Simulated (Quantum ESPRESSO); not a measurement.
```
RuS2
1.0
    5.63061     0.00000     0.00000
    0.00000     5.63061     0.00000
    0.00000     0.00000     5.63061
S Ru
8 4
Direct
  0.38820   0.11180   0.88820
  0.61180   0.88820   0.11180
  0.11180   0.88820   0.38820
  0.88820   0.11180   0.61180
  0.88820   0.38820   0.11180
  0.11180   0.61180   0.88820
  0.61180   0.61180   0.61180
  0.38820   0.38820   0.38820
  0.00000   0.50000   0.50000
  0.50000   0.50000   0.00000
  0.50000   0.00000   0.50000
  0.00000   0.00000   0.00000
```

The geometry is that of Materials Project entry mp-2030, symmetrised and not relaxed again.

What does PBEsol (Quantum ESPRESSO, PseudoDojo norm-conserving, 84 Ry, without SOC) give for the electronic structure near the Fermi level?

The PBEsol gap is indirect, 0.71 eV, from X to Γ; the smallest direct gap is 0.91 eV. Spin-orbit splittings are left out.
